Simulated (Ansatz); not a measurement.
## Property card for La

La:
```xyz
1
Lattice="-2.1225 2.1225 2.1225 2.1225 -2.1225 2.1225 2.1225 2.1225 -2.1225" Properties=species:S:1:pos:R:3 pbc="T T T"
La     0.0000     0.0000     0.0000
```

Space group Im-3m (No. 229), bcc (W type); conventional cell a = b = c = 4.2450 Å, α = β = γ = 90.00°.

Method: r²SCAN (plane waves, PAW; program Ansatz). The cell and atoms are relaxed at this level. Other levels are named where they apply.

Cell and energy:

* **Volume per atom**: 38.25 Å³
* **Density**: 6.03 g/cm³

Electronic structure:

- Electronic character = metallic (no gap)
- Density of states at the Fermi level = 4.1 states/eV per atom (mean over ±0.08 eV)
- Gap with spin–orbit coupling = none (metallic)

Mechanics:

Bulk modulus (Birch–Murnaghan fit): 250 kbar
Pressure derivative B′: 2.7
Elastic constants (relaxed ions, GPa): C11 = -2.8, C12 = 39.3, C44 = 7.9
Mechanical stability: unstable (C has a negative eigenvalue)

A made-up cell: these elements were put on the sites of a structure type; the Crystallography Open Database copy checked does not list it. It is not the phase usual at ambient conditions (space group No. 194). Symmetry was held in the r²SCAN relaxation. As this level gives no gap, shear constants depend on the k-mesh and smearing (Fermi–Dirac, 0.1 eV here). Spin–orbit coupling is left out wherever it is not named.

Potentials: the later of the program's two PAW sets.
